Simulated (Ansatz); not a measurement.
The start is a generated cell, WS2 built in the marcasite structure type. The cell and all atomic positions are relaxed at zero pressure with PBEsol (plane waves to 420 eV, PAW, scalar-relativistic; Ansatz, a quantum-chemistry and plane-wave program). The first steps use a coarse 5×4×6 k-mesh.

Initial structure:
```
CELL_PARAMETERS angstrom
      4.90014     0.00000     0.00000
      0.00000     5.98058     0.00000
      0.00000     0.00000     3.73348
ATOMIC_POSITIONS crystal
  W  0.00000 0.00000 0.00000
  W  0.50000 0.50000 0.50000
  S  0.20040 0.37870 0.00000
  S  0.70040 0.12130 0.50000
  S  0.29960 0.87870 0.50000
  S  0.79960 0.62130 0.00000
```

* **Initial pressure**: -13 GPa (negative: the cell is under tension)
* **Largest initial force**: about 1.3 eV/Å, on S3, S4, S5, S6 (atoms numbered as listed)
* **Outcome**: The space group stays Pnnm (No. 58) (the run could not lower it); the end is AFLOW prototype AB2_oP6_58_a_g (as in Fe2C), with 6 atoms in the primitive cell
* **Energy released**: 0.34 eV/atom
* **Volume change**: -10.8 %, from 18.24 to 16.27 Å³/atom
* **Shortest distances (start → end)**: The closest pairs of elements (up to four, under 3.6 Å), start → end: S–W 2.47 → 2.37 Å; S–S 2.44 → 2.67 Å; W–W 3.73 → 3.11 Å
* **Band gap at the end**: no gap (metallic)
* **Optimiser moves**: 19

The end point of the relaxation:

```cif
data_S4W2
_chemical_formula_sum 'W2 S4'
_space_group_name_H-M_alt 'Pnnm'
_space_group_IT_number 58
_space_group_name_Hall '-P 2 2n'
_cell_length_a 5.25231
_cell_length_b 5.97392
_cell_length_c 3.11137
_cell_angle_alpha 90.000
_cell_angle_beta 90.000
_cell_angle_gamma 90.000
loop_
_atom_site_label
_atom_site_type_symbol
_atom_site_symmetry_multiplicity
_atom_site_Wyckoff_symbol
_atom_site_fract_x
_atom_site_fract_y
_atom_site_fract_z
_atom_site_occupancy
W1 W 2 a 0.00000 0.00000 0.00000 1
S1 S 4 g 0.19575 0.64267 0.00000 1
```

Final values are on a 9×8×15 k-mesh of the relaxed cell. No spin polarisation in the result.

The run could not lose the symmetry of its start, so the end can be a saddle point.

The relaxed structure here is a generated cell of WS2: the first start was made by placing the elements on the sites of a structure type, and the end was not matched to a known phase here, so it may be hypothetical. Known forms of WS2 include space group No. 194.
